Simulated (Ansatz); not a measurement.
Mg2Sn:
```
CELL_PARAMETERS angstrom
      6.29702     0.00000     0.00000
      0.00000     6.29702     0.00000
      0.00000     0.00000     6.29702
ATOMIC_POSITIONS crystal
  Mg 0.75000 0.75000 0.75000
  Mg 0.75000 0.25000 0.25000
  Mg 0.25000 0.75000 0.25000
  Mg 0.25000 0.25000 0.75000
  Sn 0.00000 0.00000 0.00000
  Sn 0.50000 0.50000 0.50000
```

Relaxed with PBE. Special points in fractions of this cell's reciprocal vectors: Γ (0.000, 0.000, 0.000); X (0.000, 0.500, 0.000); M (0.500, 0.500, 0.000); R (0.500, 0.500, 0.500).

Question: List the band energies nearest the valence-band maximum at these points for plane-wave PAW PBE (Ansatz code).

Answer: In eV from the valence-band maximum; about four levels below and three above (degenerate sets whole), none deeper than 8.9 eV; points with the same levels are listed once.

```json
[
 {"k": "Γ", "below": "-1.78 -1.78 -1.78 0.00 0.00 0.00", "above": "0.20 0.69 0.69"},
 {"k": "X", "below": "-1.47 -1.47 -0.46 -0.46", "above": "1.57 1.57 2.66 2.66"},
 {"k": "M", "below": "-0.87 -0.87 -0.14 -0.14", "above": "0.92 0.92 2.00 2.00"},
 {"k": "R", "below": "-2.20 -2.20 -2.20 -1.29 -1.29 -1.29", "above": "2.96 2.96 2.96"}
]
```

Space group Pn-3m. A made-up cell: these elements were put on the sites of a structure type; neither database checked (COD, Materials Project) lists it. COD files the formula under space group No. 225, 227, so this cell is another polymorph or a model. Its standing as an ambient phase is unchecked. Symmetry was held in the PBE relaxation; whether a distortion lowers the energy is not shown. Spin–orbit coupling is left out wherever it is not named.

Potentials: the later of the program's two PAW sets.
